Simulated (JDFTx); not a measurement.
System: Ru(1 0 -1 0) (P6_3/mmc bulk; lattice of mp-33, not re-optimised at this level), 1x1 cell of 6 atoms in 6 planes, area 11.56 Å² a face, 5.3 Å between the outermost planes in a cell 21.5 Å high; k mesh 8×6×1, Fermi width 0.01 Ha, no spin polarisation.

Computed with a modified build of JDFTx: PBE, GBRV ultrasoft potentials, plane waves to 20/100 Ha. Liquid on both sides: linear PCM (GLSSA13), water, 1 M NaF; nuclei fixed, outer atoms relaxed in vacuum. The electron chemical potential μ is absolute (zero in the bulk liquid) and is turned into a potential by U = −μ/e − 4.44 V vs SHE, a convention. Ideal, unreconstructed faces without any overlayer. Convergence in thickness and k mesh wasn't tested for this slab.

| U (V vs SHE) | μ (eV) | excess electrons per cell | σ (μC/cm², per face) | run |
|---|---|---|---|---|
| -0.80 | -3.64 | 0.203 | -14.0 | fixed potential |
| ___ | ___ | 0.115 | -8.0 | fixed charge |
| -0.20 | -4.24 | 0.076 | -5.3 | fixed potential |
| -0.05 | -4.39 | ___ | ___ | fixed potential |
| 0.10 | -4.54 | 0.000 | 0.0 | neutral |
| 0.25 | -4.69 | -0.043 | 3.0 | fixed potential |
| 1.00 | -5.44 | -0.395 | 27.4 | fixed potential |

### Question
Fill in the missing entries, row by row.

### Answer

- row 2, U (V vs SHE): -0.37
- -0.37, μ (eV): -4.07
- -0.05, excess electrons per cell: 0.039
- -0.05, σ (μC/cm², per face): -2.7
